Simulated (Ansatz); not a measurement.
**MoSi2 (MoSi2 type, space group I4/mmm), energy over volume and axial ratio**

MoSi2 (MoSi2 type, space group I4/mmm)

```cif
data_Mo2Si4
_chemical_formula_sum 'Mo2 Si4'
_space_group_name_H-M_alt 'I4/mmm'
_space_group_IT_number 139
_space_group_name_Hall '-I 4 2'
_cell_length_a 3.21701
_cell_length_b 3.21701
_cell_length_c 7.87321
_cell_angle_alpha 90.000
_cell_angle_beta 90.000
_cell_angle_gamma 90.000
loop_
_atom_site_label
_atom_site_type_symbol
_atom_site_symmetry_multiplicity
_atom_site_Wyckoff_symbol
_atom_site_fract_x
_atom_site_fract_y
_atom_site_fract_z
_atom_site_occupancy
Mo1 Mo 2 a 0.00000 0.00000 0.00000 1
Si1 Si 4 e 0.00000 0.00000 0.33511 1
```
(The calculation used a cell of 3 atoms; values per cell refer to that cell.)

The relaxed cell is deformed in two ways at once: its volume V is scaled, and at that volume it is stretched along z (the c axis of the conventional cell) so that c/a changes. Fractional atomic positions are held.

All values below come from PBE (plane waves to 420 eV, PAW, scalar-relativistic; Ansatz, a program for electronic structure). k mesh 20×20×20 (Γ-centred), Fermi-Dirac smearing 0.05 eV. The energy includes the smearing's −TS. Compression counts positive. As the atoms are clamped, bonds stretch with the cell, which overstates energies and stresses. With partly filled bands, the response to shear is sensitive to the k mesh, so small differences along c/a are uncertain. MoSi2 is run without spin polarisation. MoSi2 was relaxed with its symmetry unable to fall. The PAW data are Ansatz's earlier set. The zero of ΔE is the relaxed starting cell.

ΔE (meV/atom), with V/V₀ across and (c/a)/(c/a)₀ down:

```
(c/a)/(c/a)₀ \ V/V₀  0.960  0.973  0.987  1.000  1.013  1.027  1.040
-------------------  -----  -----  -----  -----  -----  -----  -----
0.880                  234    218    205    196    190    187    188
0.920                  107     95     86     80     78     79     83
0.960                   38     28     21     19     19     22     28
1.000                   15      7      2      0      2      6     13
1.040                   30     21     17     16     18     23     30
1.080                   72     64     59     58     60     64     71
1.120                  136    127    122    119    120    124    130
```

σxx (GPa), with V/V₀ across and (c/a)/(c/a)₀ down:

```tsv
(c/a)/(c/a)₀ \ V/V₀	0.960	0.973	0.987	1.000	1.013	1.027	1.040
0.880	-4.8	-7.5	-9.9	-12.2	-14.2	-16.2	-17.9
0.920	-0.7	-3.5	-6.1	-8.5	-10.8	-12.9	-14.8
0.960	4.0	1.0	-1.7	-4.3	-6.7	-9.0	-11.0
1.000	8.9	5.7	2.7	0.0	-2.6	-4.9	-7.1
1.040	13.6	10.3	7.2	4.3	1.6	-0.9	-3.3
1.080	18.0	14.5	11.3	8.3	5.5	2.9	0.4
1.120	21.9	18.4	15.1	12.0	9.1	6.4	3.9
```

Read from the data:

- Modulus against c/a change at fixed volume, (3/4V)·∂²E/∂(ln c/a)² (fit, atoms clamped): 190 GPa, an upper bound as the atoms could relax
- Lowest place on the grid: V/V₀ = 1.000, (c/a)/(c/a)₀ = 1.000 (0 meV/atom)
- Highest place on the grid: V/V₀ = 0.960, (c/a)/(c/a)₀ = 0.880 (234 meV/atom)

The 49 points together took very roughly 30 core-minutes.

(A scan under strain: stresses follow from slopes of the energy per volume, elastic moduli from its curvatures.)
